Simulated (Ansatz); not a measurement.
VSi in space group P-6m2 (No. 187; V on 1a, Si on 1f) under volume change, DFT-PBE in the program Ansatz with PAW potentials, shape and atoms relaxed at each volume.

| V (Å³/atom) | E − E(relaxed) (meV/atom) | P (GPa) |
|---|---|---|
| 12.045 | 65.2 | 19.10 |
| 12.442 | 27.4 | 11.67 |
| 12.839 | 6.5 | 5.38 |
| 13.236 | 0.0 | 0.00 |
| 13.633 | 5.8 | -4.58 |
| 14.030 | 22.1 | -8.41 |
| 14.427 | 47.1 | -11.72 |

**Question.** What does a third-order Birch–Murnaghan fit give for V₀, B₀ and B′?

**Answer.** V₀ = 13.24 Å³/atom, B₀ = 164 GPa, B′ = 4.4.

The cell is a constructed one: a structure type filled with these elements; neither database checked (COD, Materials Project) lists it. Its standing as an ambient phase is unchecked. Symmetry was held in the PBE relaxation; whether a distortion lowers the energy is not shown. The workflow began spin-polarised and lost its moments.

Potentials: the later of the program's two PAW sets.
